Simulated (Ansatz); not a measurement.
Zr$_{2}$N:
```
CELL_PARAMETERS angstrom
      5.41414     0.00000     0.00000
      0.00000     5.41414     0.00000
      0.00000     0.00000     3.30339
ATOMIC_POSITIONS crystal
  Zr 0.29653 0.29653 0.00000
  Zr 0.70347 0.70347 0.00000
  Zr 0.20347 0.79653 0.50000
  Zr 0.79653 0.20347 0.50000
  N  0.00000 0.00000 0.00000
  N  0.50000 0.50000 0.50000
```

Relaxed with r²SCAN. Special points in fractions of this cell's reciprocal vectors: Γ (0.000, 0.000, 0.000); X (0.000, 0.500, 0.000); M (0.500, 0.500, 0.000); Z (0.000, 0.000, 0.500); R (0.000, 0.500, 0.500); A (0.500, 0.500, 0.500).

Task: List the band energies nearest the Fermi level at these points for the program Ansatz at the r²SCAN level (PAW).

Result: In eV from the Fermi level; about four levels below and three above (degenerate sets whole), none deeper than 8.9 eV; points with the same levels are listed once.

```csv
k,below,above
Γ,-4.37 -4.37 -4.10 -3.55 -2.04,0.09 0.76 0.88
X,-2.17 -2.17 -1.03 -1.03,1.46 1.46 1.65 1.65
M,-1.67 -1.67 -1.09 -1.09,0.92 0.92 1.47 1.47
Z,-1.19 -1.19 -1.17 -1.17,2.02 2.02 3.25 3.25
R,-1.00 -1.00 -0.88 -0.88,1.57 1.57 3.51 3.51
A,-0.81 -0.81 -0.39 -0.39,1.15 1.15 2.66 2.66
```

Space group P4_2/mnm (anti-rutile). The first step of the workflow began from a Materials Project structure, measured or hypothetical; the Crystallography Open Database copy checked does not list it. Whether it is the stable phase at ambient conditions was not checked. The cell was relaxed with r²SCAN under the symmetry of its start; of distortions, only those at the zone centre were tested. The run is not spin-polarised. Spin–orbit coupling is left out wherever it is not named.

Potentials: the later of the program's two PAW sets.
